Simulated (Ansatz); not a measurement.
# SrTiO3: reading a single point

```yaml
crystal:
  lattice:
    - [3.92638, 3.92638, 0.00000]
    - [0.00000, 3.92638, 3.92638]
    - [3.92638, 0.00000, 3.92638]
  atoms:
    - { symbol: Sr, position: [0.25000, 0.25000, 0.25000] }
    - { symbol: Sr, position: [0.75000, 0.75000, 0.75000] }
    - { symbol: Ti, position: [0.00000, 0.00000, 0.00000] }
    - { symbol: Ti, position: [0.50000, 0.50000, 0.50000] }
    - { symbol: O, position: [0.25000, 0.75000, 0.25000] }
    - { symbol: O, position: [0.75000, 0.25000, 0.75000] }
    - { symbol: O, position: [0.25000, 0.25000, 0.75000] }
    - { symbol: O, position: [0.75000, 0.75000, 0.25000] }
    - { symbol: O, position: [0.25000, 0.75000, 0.75000] }
    - { symbol: O, position: [0.75000, 0.25000, 0.25000] }
```

Method: r2SCAN, collinear spin; PAW, plane waves to 500 eV, 5×5×5 Γ-centred mesh, gaussian occupations (width 0.0215 eV) (Ansatz 0.2.0), atoms fixed.

The state carries no moments; the state need not be the lowest.

Contacts: Ti–O at 1.96 Å: least valence density 0.69 e/Å³ and ELF 0.20 there. Sr–O at 2.78 Å: least valence density 0.14 e/Å³ and ELF 0.06 there, a closed-shell (ionic or weak) contact. These are pseudo-fields; inside the PAW spheres they differ from the all-electron ones.
Formation energy: -3.46 eV an atom against the elements' usual phases (free molecules for gases, crystals otherwise, with no correction for O₂ or N₂), so it is bound against them; other compounds may still compete. Relaxing would lower it.
Stress: The pressure is -2.7 GPa (compression positive), so with the atoms held at these fractions the cell would first shrink.
Electronic structure: The gap is 2.23 eV, direct at the points sampled.

Origin: a database entry at a rescaled volume. Caveats: the input typed no starting moments.
